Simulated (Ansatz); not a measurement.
Zincblende GaP, relaxed with r2SCAN, was run in the PAW code Ansatz under altered settings. All numbers are computed, without spin polarisation but where a row says otherwise.

```
CELL_PARAMETERS angstrom
0.00000 2.72540 2.72540
2.72540 0.00000 2.72540
2.72540 2.72540 0.00000
ATOMIC_POSITIONS crystal
Ga 0.00000 0.00000 0.00000
P 0.25000 0.25000 0.25000
```

The base run's other keys:
```yaml
kpoints:
  mp_grid: { grid: [6, 6, 6] }
hamiltonian:
  xc: r2scan
scf:
  occupations: { method: fixed }
  n_extra_bands: 4
```

It takes 6 iterations with 965 plane waves at 500 eV and 16 k points, and leaves a mean stress of +0.06 GPa. The gap over this mesh is 1.905 eV. It ran on 4 threads of Arm Neoverse N1, with other jobs on the host.

Outcomes, with energy and stress as changes against the base:
```
                                 setting            outcome  ΔF (meV/atom)  Δ mean stress (GPa)  gap on the mesh (eV)  iterations  wall time
        scf.mixing.preconditioner: resta          converged            0.0                 0.00                 1.905           6      1.4 s
                      basis.ecutwfc: 200  converged, warned          +4518                -0.71                 2.045           8     0.77 s
          crystal.symmetry.detect: false          converged            0.0                 0.00                 1.905           6      6.2 s
  kpoints.mp_grid.shift: [0.5, 0.5, 0.5]  converged, warned           -7.0                -0.03                 2.154           6      2.1 s
                      basis.ecutwfc: 600          converged           -0.8                 0.00                 1.905           6        2 s
           scf.occupations: gaussian 0.2          converged            0.0                 0.00                 1.905           6      1.5 s
                      scf.mixing.ndim: 2          converged            0.0                 0.00                 1.905          10      1.8 s
         scf.mixing.preconditioner: none          converged            0.0                 0.00                 1.905           6      1.5 s
            hamiltonian.dispersion: d3bj  converged, warned           -149                -1.18                 1.905           6      1.5 s
scf.occupations: methfessel_paxton 0.001          converged            0.0                 0.00                 1.905           6      1.5 s
                      basis.ecutwfc: 900          converged           -1.1                 0.00                 1.905           7      3.5 s
                          accuracy: high          converged            0.0                 0.00                 1.905           9      2.4 s
                           accuracy: low          converged            0.0                 0.00                 1.905           6      1.4 s
           scf.occupations: gaussian 1.5          converged            -29                +0.38                 1.929           6      1.7 s
```
A dash marks a value that wasn't obtained or can't be compared. Stress is positive in compression. Its mean hides that meshes of lower symmetry stress the axes unequally. The base took 1.5 s.

- basis.ecutwfc: 200. 259 plane waves in place of 965. The free energy moves by +4518 meV an atom, the mean stress by -0.71 GPa and the gap on the mesh by +0.140 eV (to 2.045). The basis is too small: these are errors of the cutoff. Warned: cutoff below recommended.
- kpoints.mp_grid.shift: [0.5, 0.5, 0.5]. The free energy moves by -7.0 meV an atom, the mean stress by -0.03 GPa and the gap on the mesh by +0.249 eV (to 2.154). The mesh breaks the crystal's symmetry, so the stress, and any force that symmetry no longer fixes, lose it too. The gap changes mostly because other points are sampled; a mesh that misses a band edge overestimates it. Warned: symmetry narrowed by mesh.
- hamiltonian.dispersion: d3bj. The free energy moves by -149 meV an atom, the mean stress by -1.18 GPa and the gap on the mesh by 0.000 eV (to 1.905). A pairwise correction adds to energy, forces and stress and leaves the bands alone. Warned: dispersion damping borrowed.
- scf.occupations: gaussian 1.5. The free energy moves by -29 meV an atom, the mean stress by +0.38 GPa and the gap on the mesh by +0.024 eV (to 1.929). The term −TS is -130 meV an atom. A width of 1.5 eV moves electrons across a gap of 1.90 eV: this is no longer the ground state.

Within 1 meV an atom, 0.1 GPa and 0.005 eV of the base stay: scf.mixing.preconditioner: resta; crystal.symmetry.detect: false; basis.ecutwfc: 600; scf.occupations: gaussian 0.2; scf.mixing.ndim: 2; scf.mixing.preconditioner: none; scf.occupations: methfessel_paxton 0.001; accuracy: high; accuracy: low.
